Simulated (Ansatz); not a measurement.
Pd:
```cif
data_Pd8
_chemical_formula_sum 'Pd8'
_space_group_name_H-M_alt 'Fd-3m :1'
_space_group_IT_number 227
_space_group_name_Hall 'F 4d 2 3 -1d'
_cell_length_a 5.68392
_cell_length_b 5.68392
_cell_length_c 5.68392
_cell_angle_alpha 90.000
_cell_angle_beta 90.000
_cell_angle_gamma 90.000
loop_
_atom_site_label
_atom_site_type_symbol
_atom_site_symmetry_multiplicity
_atom_site_Wyckoff_symbol
_atom_site_fract_x
_atom_site_fract_y
_atom_site_fract_z
_atom_site_occupancy
Pd1 Pd 8 b 0.50000 0.50000 0.50000 1
```
(The calculation used a cell of 2 atoms; values per cell refer to that cell.)

Relaxed with PBEsol.

Task: Decompose the optical modes at the zone centre into irreducible representations, and say which are infrared and Raman allowed.

Result: Point group m-3m: Γ_opt = T2g. Infrared: none. Raman: T2g.

Task: Assign frequencies (DFPT, PBEsol (plane waves, PAW; program Ansatz)).

Result: T2g 210 cm⁻¹.

The start of the workflow was typed in or built on a structure type; neither database checked (COD, Materials Project) lists it. It is not the phase usual at ambient conditions (space group No. 225). The PBEsol relaxation kept the symmetry of its start. At this level the phase is mechanically unstable. No spin polarisation was allowed. As this level gives no gap, phonon frequencies hold no LO–TO term and depend on the k-mesh and smearing (Fermi–Dirac, 0.1 eV here).

Potentials: the earlier of the program's two PAW sets. The files were generated under PBE; for other functionals the program regenerates the frozen cores, and for LDA and PBEsol the local potential too.
